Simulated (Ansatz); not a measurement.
BP (NiAs type, space group No. 194), plane-wave PAW PBE (Ansatz code), all energies at zero smearing, with the estimated change up to a 700 eV cutoff added, with one set of potentials and settings (totals compare only within such a set). Cell of 4 atoms (2 B, 2 P): -1820.136 eV.

```json
[
 {"element": "B", "reference phase": "R-3m, 12 atoms in the cell", "E (eV/atom)": "-155.9161"},
 {"element": "P", "reference phase": "Cmce, 4 atoms in the cell", "E (eV/atom)": "-755.6743"}
]
```

Formation energy per atom, worked out: (-1820.136 − 2×(-155.9161) − 2×(-755.6743))/4 = 0.761 eV/atom (73 kJ per mol of atoms), at 0 K, without zero-point energy or fitted corrections.

Space group P6_3/mmc (NiAs type). The cell is a constructed one: a structure type filled with these elements; neither database checked (COD, Materials Project) lists it. It is not the phase usual at ambient conditions (space group No. 216). The PBE relaxation kept the symmetry of its start; whether a distortion lowers the energy is not shown. The references are the lowest solids computed at this level, not always the standard phases.

Potentials: the later of the program's two PAW sets.
